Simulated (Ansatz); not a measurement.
MoRu (L1₀ or tetragonal B2, space group No. 123) at seven volumes, DFT-PBEsol in the program Ansatz with PAW potentials, shape and atoms relaxed at each. One row is withheld.

```json
[
 {"V (Å³/atom)": "13.053", "P (GPa)": "35.24"},
 {"V (Å³/atom)": "13.484", "P (GPa)": "21.58"},
 {"V (Å³/atom)": "13.914", "P (GPa)": "9.92"},
 {"V (Å³/atom)": "14.344", "P (GPa)": "0.00"},
 {"V (Å³/atom)": "14.775", "P (GPa)": "?"},
 {"V (Å³/atom)": "15.205", "P (GPa)": "-15.57"},
 {"V (Å³/atom)": "15.635", "P (GPa)": "-21.62"}
]
```

Question: Fit the shown pressures and predict the withheld one.

Answer: Third-order Birch–Murnaghan: P = (3/2)B₀(x^(7/2) − x^(5/2))[1 + (3/4)(B′ − 4)(x − 1)] with x = (V₀/V)^(2/3). Least squares on the six rows gives V₀ = 14.345 Å³/atom, B₀ = 303.5 GPa, B′ = 4.38. At V = 14.775, x = 0.9805 and P = -8.40 GPa. The run itself gave -8.43 GPa.

Space group P4/mmm (L1₀ or tetragonal B2). The start of the workflow was typed in or built on a structure type; neither database checked (COD, Materials Project) lists it. Its standing as an ambient phase is unchecked. The PBEsol relaxation kept the symmetry of its start; whether a distortion lowers the energy is not shown. The run is not spin-polarised.

Potentials: the later of the program's two PAW sets.
